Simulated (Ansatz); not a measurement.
Ansatz input

```yaml
crystal:
  lattice:
    - [14.0, 0.0, 0.0]
    - [0.0, 14.4, 0.0]
    - [0.0, 0.0, 14.8]
  atoms:
    - { symbol: C, position: [0.5, 0.5, 0.5], spin: 0.01 }
  symmetry: { detect: false, time_reversal: true }
hamiltonian:
  xc: mr2scan
  pseudopotentials:
    kind: paw
    azcp:
      C: "pseudopotentials/C.paw.azcp"
basis:
  ecutwfc: 500
  fft_grid_basis: typed
kpoints:
  mp_grid: { grid: [1, 1, 1], shift: [0, 0, 0] }
magnetization:
  spin_polarized: true
scf:
  occupations: { method: fermi_dirac, width: 0.01 }
```

Output

```
Engine: ansatz 0.2.0, aarch64-unknown-linux-gnu
Pseudopotentials: kind: paw
Pseudopotential: C, paw, valence charge 4, recommended cutoff 500 eV (meta_gga) 
Functional definition: m-r2SCAN
  exchange = m_r2scan_x
  correlation = m_r2scan_c
Crystal: 1 atoms, lattice volume = 2983.680 Å³
Basis set: ecut = 500 eV, 75747 PW (Γ), exchange–correlation on 432×432×432 points (64 copies of the dense FFT grid, shifted against one another)
Bands: 7, of which v1, the nominal top of the filled ones, is band 2 counted from 1 (1 counted from 0)
Symmetry: 1 space group operations
k-points: 1
Non-local potential: C, projectors of the file, l = 0: 2, l = 1: 2, l = 2: 1
PAW form: soft (Blöchl's): semilocal exchange-correlation on the pseudo side does not see the compensation charge
PAW frozen core: C, regenerated for the run's functional (the file was generated under x = pbe(κ = 0.804, μ = 0.2195149727645171), c = pbe(β = 0.06672455060314922))
PAW one-centre angular grid: C, 302 points (default); XC on 160 Gauss nodes
Initial density: superposition of atomic densities (neutral atoms: chi_scale 0, normalization atom)
Starting moments: Σ|m| = 0.01 μB on 1 of 1 site
Initial wavefunctions: pseudopotential atomic-orbital guess
Functional: x = mr2scan, c = mr2scan; τ floored in thin density (d = 2e-4 eV/Å³)
iter 1 solved again at ethr=1.12e-4 eV; its pass at ethr=3.10e-3 eV (dr2=4.48e-3 eV) is discarded
SCF iter   1: F=—  HF=-241.887970 eV  |F-HF|=—  |Δ(HF+E_count)|=         —  Δρ=1.10e-3 (↑7.73e-4 ↓1.10e-3)  dr2=4.78e-3  dr2_τ=3.00e-3  dr2_m=2.29e-2  M=0.281 μB ∫|m|=0.281 μB  β_m=1.00  ethr=1.12e-4  ⟨swp⟩=3.0  Hψ=124  notcnv=0
spin=Collinear: Resta preconditioning applied to the charge; magnetization (m = ρ↑ − ρ↓) channel mixes plain (no charge-response kernel on spin).
SCF iter   2: F=—  HF=-241.944038 eV  |F-HF|=—  |Δ(HF+E_count)|=   5.61e-2  Δρ=5.93e-3 (↑5.81e-3 ↓5.93e-3)  dr2=7.61e-4  dr2_τ=1.12e-1  dr2_m=9.42e-1  M=1.997 μB ∫|m|=1.997 μB  β_m=1.00  ethr=1.12e-4  ⟨swp⟩=3.0  Hψ=32  notcnv=0  κ⁻¹=1.0e0(r=1)
SCF iter   3: F=—  HF=-242.575719 eV  |F-HF|=—  |Δ(HF+E_count)|=   6.32e-1  Δρ=2.66e-4 (↑2.66e-4 ↓1.50e-4)  dr2=2.62e-3  dr2_τ=1.04e-4  dr2_m=1.02e-3  M=2.000 μB ∫|m|=2.000 μB  β_m=1.00  ethr=1.90e-5  ⟨swp⟩=10.0  Hψ=66  notcnv=0  κ⁻¹=4.4e-2(r=2)
SCF iter   4: F=—  HF=-242.628684 eV  |F-HF|=—  |Δ(HF+E_count)|=   5.30e-2  Δρ=2.09e-4 (↑2.09e-4 ↓7.49e-5)  dr2=5.00e-3  dr2_τ=1.79e-5  dr2_m=1.32e-4  M=2.000 μB ∫|m|=2.000 μB  β_m=1.00  ethr=1.90e-5  ⟨swp⟩=5.0  Hψ=49  notcnv=0  κ⁻¹=3.6e-3(r=3)
SCF iter   5: F=—  HF=-242.659317 eV  |F-HF|=—  |Δ(HF+E_count)|=   3.06e-2  Δρ=3.84e-4 (↑3.84e-4 ↓9.33e-5)  dr2=7.00e-3  dr2_τ=2.13e-5  dr2_m=7.66e-4  M=2.000 μB ∫|m|=2.000 μB  β_m=1.00  ethr=1.90e-5  ⟨swp⟩=2.5  Hψ=30  notcnv=0  κ⁻¹=1.8e-4(r=4)
SCF iter   6: F=—  HF=-242.677412 eV  |F-HF|=—  |Δ(HF+E_count)|=   1.81e-2  Δρ=2.34e-3 (↑2.34e-3 ↓1.20e-4)  dr2=8.77e-2  dr2_τ=7.54e-4  dr2_m=3.43e-2  M=2.000 μB ∫|m|=2.000 μB  β_m=1.00  ethr=1.90e-5  ⟨swp⟩=4.5  Hψ=33  notcnv=0  κ⁻¹=1.7e-5(r=5)
SCF iter   7: F=—  HF=-242.745961 eV  |F-HF|=—  |Δ(HF+E_count)|=   6.85e-2  Δρ=5.07e-3 (↑5.07e-3 ↓8.70e-4)  dr2=4.97e-1  dr2_τ=3.22e-3  dr2_m=1.27e-1  M=2.000 μB ∫|m|=2.001 μB  β_m=1.00  ethr=1.90e-5  ⟨swp⟩=5.0  Hψ=39  notcnv=0  κ⁻¹=9.9e-8(r=6)
SCF iter   8: F=—  HF=-242.805690 eV  |F-HF|=—  |Δ(HF+E_count)|=   5.97e-2  Δρ=3.83e-3 (↑3.83e-3 ↓2.27e-3)  dr2=4.93e-1  dr2_τ=9.93e-3  dr2_m=3.72e-2  M=2.000 μB ∫|m|=2.004 μB  β_m=1.00  ethr=1.90e-5  ⟨swp⟩=6.0  Hψ=43  notcnv=0  κ⁻¹=8.7e-8(r=7)
SCF iter   9: F=—  HF=-242.814007 eV  |F-HF|=—  |Δ(HF+E_count)|=   8.32e-3  Δρ=3.75e-3 (↑3.75e-3 ↓2.35e-3)  dr2=4.93e-1  dr2_τ=1.08e-2  dr2_m=3.39e-2  M=2.000 μB ∫|m|=2.004 μB  β_m=1.00  ethr=1.90e-5  ⟨swp⟩=3.0  Hψ=25  notcnv=0  κ⁻¹=8.5e-8(r=8)
SCF iter  10: F=—  HF=-242.817247 eV  |F-HF|=—  |Δ(HF+E_count)|=   3.24e-3  Δρ=3.75e-3 (↑3.75e-3 ↓2.35e-3)  dr2=4.93e-1  dr2_τ=1.12e-2  dr2_m=3.37e-2  M=2.000 μB ∫|m|=2.004 μB  β_m=1.00  ethr=1.90e-5  ⟨swp⟩=2.0  Hψ=17  notcnv=0  κ⁻¹=2.4e-7(r=8)
SCF iter  11: F=—  HF=-242.818157 eV  |F-HF|=—  |Δ(HF+E_count)|=   9.10e-4  Δρ=3.75e-3 (↑3.75e-3 ↓2.35e-3)  dr2=4.92e-1  dr2_τ=1.14e-2  dr2_m=3.39e-2  M=2.000 μB ∫|m|=2.004 μB  β_m=1.00  ethr=1.90e-5  ⟨swp⟩=1.5  Hψ=16  notcnv=0  κ⁻¹=5.7e-8(r=8)
SCF iter  12: F=—  HF=-242.818259 eV  |F-HF|=—  |Δ(HF+E_count)|=   1.02e-4  Δρ=3.74e-3 (↑3.74e-3 ↓2.30e-3)  dr2=4.81e-1  dr2_τ=1.33e-2  dr2_m=3.46e-2  M=2.000 μB ∫|m|=2.004 μB  β_m=1.00  ethr=1.90e-5  ⟨swp⟩=3.5  Hψ=35  notcnv=0  κ⁻¹=1.8e-8(r=8)
SCF iter  13: F=—  HF=-242.817980 eV  |F-HF|=—  |Δ(HF+E_count)|=   2.79e-4  Δρ=3.74e-3 (↑3.74e-3 ↓2.30e-3)  dr2=4.81e-1  dr2_τ=1.42e-2  dr2_m=3.46e-2  M=2.000 μB ∫|m|=2.004 μB  β_m=1.00  ethr=1.90e-5  ⟨swp⟩=2.0  Hψ=18  notcnv=0  κ⁻¹=2.4e-9(r=8)
SCF iter  14: F=—  HF=-242.807766 eV  |F-HF|=—  |Δ(HF+E_count)|=   1.02e-2  Δρ=3.89e-3 (↑3.89e-3 ↓2.42e-3)  dr2=5.12e-1  dr2_τ=1.73e-2  dr2_m=3.65e-2  M=2.000 μB ∫|m|=2.004 μB  β_m=1.00  ethr=1.90e-5  ⟨swp⟩=5.0  Hψ=39  notcnv=0  κ⁻¹=2.5e-9(r=8)
SCF iter  15: F=—  HF=-242.631697 eV  |F-HF|=—  |Δ(HF+E_count)|=   1.76e-1  Δρ=3.40e-3 (↑3.40e-3 ↓2.97e-3)  dr2=9.56e-1  dr2_τ=2.27e-2  dr2_m=1.13e-2  M=2.000 μB ∫|m|=2.004 μB  β_m=1.00  ethr=1.90e-5  ⟨swp⟩=7.0  Hψ=59  notcnv=0  defer=3  κ⁻¹=2.3e-9(r=8)
SCF iter  16: F=—  HF=-242.680973 eV  |F-HF|=—  |Δ(HF+E_count)|=   4.93e-2  Δρ=7.26e-3 (↑7.26e-3 ↓5.79e-3)  dr2=4.79e0  dr2_τ=1.20e0  dr2_m=3.96e-2  M=2.000 μB ∫|m|=2.004 μB  β_m=1.00  ethr=1.90e-5  ⟨swp⟩=9.0  Hψ=93  notcnv=0  defer=2  κ⁻¹=8.9e-10(r=8)
SCF iter  17: F=—  HF=-242.934732 eV  |F-HF|=—  |Δ(HF+E_count)|=   2.54e-1  Δρ=2.58e-3 (↑2.06e-3 ↓2.58e-3)  dr2=5.46e-1  dr2_τ=5.25e-3  dr2_m=9.83e-3  M=2.000 μB ∫|m|=2.004 μB  β_m=1.00  ethr=1.90e-5  ⟨swp⟩=11.0  Hψ=116  notcnv=0  defer=3  κ⁻¹=4.2e-10(r=8)
SCF iter  18: F=—  HF=-243.415264 eV  |F-HF|=—  |Δ(HF+E_count)|=   4.81e-1  Δρ=5.97e-3 (↑5.97e-3 ↓1.44e-3)  dr2=1.54e0  dr2_τ=2.83e-2  dr2_m=1.49e-1  M=2.000 μB ∫|m|=2.003 μB  β_m=1.00  ethr=1.90e-5  ⟨swp⟩=12.0  Hψ=84  notcnv=0  defer=2  κ⁻¹=1.1e-9(r=8)
SCF iter  19: F=—  HF=-242.963160 eV  |F-HF|=—  |Δ(HF+E_count)|=   4.52e-1  Δρ=2.79e-3 (↑2.79e-3 ↓8.55e-4)  dr2=4.36e-1  dr2_τ=1.89e-3  dr2_m=2.86e-2  M=2.000 μB ∫|m|=2.003 μB  β_m=1.00  ethr=1.90e-5  ⟨swp⟩=6.0  Hψ=74  notcnv=0  defer=2  κ⁻¹=6.1e-9(r=8)
SCF iter  20: F=—  HF=-242.835868 eV  |F-HF|=—  |Δ(HF+E_count)|=   1.27e-1  Δρ=7.93e-4 (↑7.93e-4 ↓4.16e-4)  dr2=4.51e-2  dr2_τ=5.10e-4  dr2_m=1.54e-3  M=2.000 μB ∫|m|=2.004 μB  β_m=1.20  ethr=1.90e-5  ⟨swp⟩=7.0  Hψ=60  notcnv=0  defer=2
Mixer restart at iter 20: flushing history
spin-set hold released at iteration 20 (site moments' squared step at or under half its running peak, from the soft ceiling on): the magnetisation degrees of freedom join the quasi-Newton model from the next iteration; the mixer history was flushed
SCF iter  21: F=—  HF=-242.842647 eV  |F-HF|=—  |Δ(HF+E_count)|=   6.78e-3  Δρ=4.39e-4 (↑4.01e-4 ↓4.39e-4)  dr2=1.81e-2  dr2_τ=7.94e-5  dr2_m=3.23e-4  M=2.000 μB ∫|m|=2.004 μB  β_m=1.20  ethr=1.90e-5  ⟨swp⟩=4.5  Hψ=35  notcnv=0  defer=2  κ⁻¹=1.0e0(r=1)
SCF iter  22: F=—  HF=-242.848825 eV  |F-HF|=—  |Δ(HF+E_count)|=   6.18e-3  Δρ=2.41e-4 (↑2.41e-4 ↓2.13e-4)  dr2=3.58e-3  dr2_τ=2.76e-5  dr2_m=8.08e-5  M=2.000 μB ∫|m|=2.004 μB  β_m=1.20  ethr=1.90e-5  ⟨swp⟩=5.0  Hψ=40  notcnv=0  defer=3  κ⁻¹=1.7e-1(r=2)
SCF iter  23: F=—  HF=-242.851545 eV  |F-HF|=—  |Δ(HF+E_count)|=   2.72e-3  Δρ=1.40e-4 (↑1.35e-4 ↓1.40e-4)  dr2=1.34e-3  dr2_τ=9.52e-6  dr2_m=2.38e-6  M=2.000 μB ∫|m|=2.004 μB  β_m=1.20  ethr=1.90e-5  ⟨swp⟩=5.0  Hψ=40  notcnv=0  defer=3  κ⁻¹=2.2e-2(r=3)
SCF iter  24: F=—  HF=-242.852747 eV  |F-HF|=—  |Δ(HF+E_count)|=   1.20e-3  Δρ=1.53e-5 (↑1.53e-5 ↓1.52e-5)  dr2=5.20e-6  dr2_τ=3.39e-7  dr2_m=3.27e-6  M=2.000 μB ∫|m|=2.004 μB  β_m=1.20  ethr=1.90e-5  ⟨swp⟩=5.5  Hψ=43  notcnv=0  defer=2  κ⁻¹=1.2e-3(r=4)
SCF iter  25: F=—  HF=-242.852776 eV  |F-HF|=—  |Δ(HF+E_count)|=   2.88e-5  Δρ=7.96e-6 (↑7.96e-6 ↓7.04e-6)  dr2=2.13e-6  dr2_τ=5.43e-8  dr2_m=3.69e-7  M=2.000 μB ∫|m|=2.004 μB  β_m=1.20  ethr=1.30e-7  ⟨swp⟩=2.0  Hψ=28  notcnv=0  defer=2  κ⁻¹=9.7e-5(r=5)
SCF iter  26: F=—  HF=-242.852778 eV  |F-HF|=—  |Δ(HF+E_count)|=   2.64e-6  Δρ=4.34e-6 (↑4.34e-6 ↓2.75e-6)  dr2=5.13e-7  dr2_τ=1.13e-8  dr2_m=7.81e-8  M=2.000 μB ∫|m|=2.004 μB  β_m=1.20  ethr=5.33e-8  ⟨swp⟩=2.0  Hψ=20  notcnv=0  defer=2  κ⁻¹=1.1e-5(r=6)
SCF iter  27: F=—  HF=-242.852779 eV  |F-HF|=—  |Δ(HF+E_count)|=   2.15e-7  Δρ=2.98e-6 (↑2.98e-6 ↓1.95e-6)  dr2=2.76e-7  dr2_τ=6.64e-9  dr2_m=1.61e-8  M=2.000 μB ∫|m|=2.004 μB  β_m=1.20  ethr=1.28e-8  ⟨swp⟩=1.5  Hψ=13  notcnv=0  defer=2  κ⁻¹=1.9e-6(r=7)
SCF iter  28: F=-242.852779 eV  HF=-242.852779 eV  |F-HF|=1.06e-7  |Δ(HF+E_count)|=   6.35e-7  Δρ=7.12e-7 (↑6.81e-7 ↓7.12e-7)  dr2=2.13e-8  dr2_τ=9.44e-10  dr2_m=2.29e-9  M=2.000 μB ∫|m|=2.004 μB  ethr=2.50e-9  ⟨swp⟩=1.0  Hψ=36  notcnv=0
SCF 1 converged in 28 iterations: F = -242.852779 eV  dr2 = 2.13e-8
```

The calculation hadn't finished when its time ran out.
